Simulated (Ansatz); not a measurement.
TiRu$_{3}$O$_{8}$: relaxed-ion elastic tensor

These are results of DFT PBE, scalar-relativistic, plane waves, PAW in Ansatz, not measurements. Cutoff 420 eV, 10×10×4 k-points (Γ-centred), Fermi-Dirac smearing of 0.15 eV. No spin polarisation.

The cell, relaxed at this level:
```
Ti Ru O
1.0
     3.83962    0.00000    0.00000
     0.00000    3.83962    0.00000
     0.00000    0.00000    9.87352
Ti Ru O
1 3 8
Direct
  0.00000 0.00000 0.00000
  0.50000 0.50000 0.50000
  0.00000 0.50000 0.24979
  0.50000 0.00000 0.75021
  0.00000 0.00000 0.20341
  0.50000 0.50000 0.70262
  0.00000 0.50000 0.45149
  0.50000 0.00000 0.95704
  0.00000 0.50000 0.04296
  0.50000 0.00000 0.54851
  0.00000 0.00000 0.79659
  0.50000 0.50000 0.29738
```

It was reached by relaxing an invented guess, and it needn't be the stable form of this composition. In a metal, frequencies and elastic constants depend on the k mesh and the smearing, soft modes and shear constants most.

Question: Give the relaxed-ion elastic constants (GPa, Voigt order xx yy zz yz xz xy, on the Cartesian axes of the cell above).

Answer:
```
327.4 158.2 129.0   0.0   0.0   0.0
158.2 327.4 129.0   0.0   0.0   0.0
129.1 129.1 234.7   0.0   0.0   0.0
  0.0   0.0   0.0  39.2   0.0   0.0
  0.0   0.0   0.0   0.0  39.2   0.0
  0.0   0.0   0.0   0.0   0.0  40.9
```

Question: Is the crystal stable against homogeneous strain?

Answer: Yes: the least eigenvalue of the tensor is 39.2 GPa.

Question: And the moduli of a polycrystal (Hill averages)?

Answer: B = 188 GPa, G = 52 GPa, E = 144 GPa, ν = 0.37.
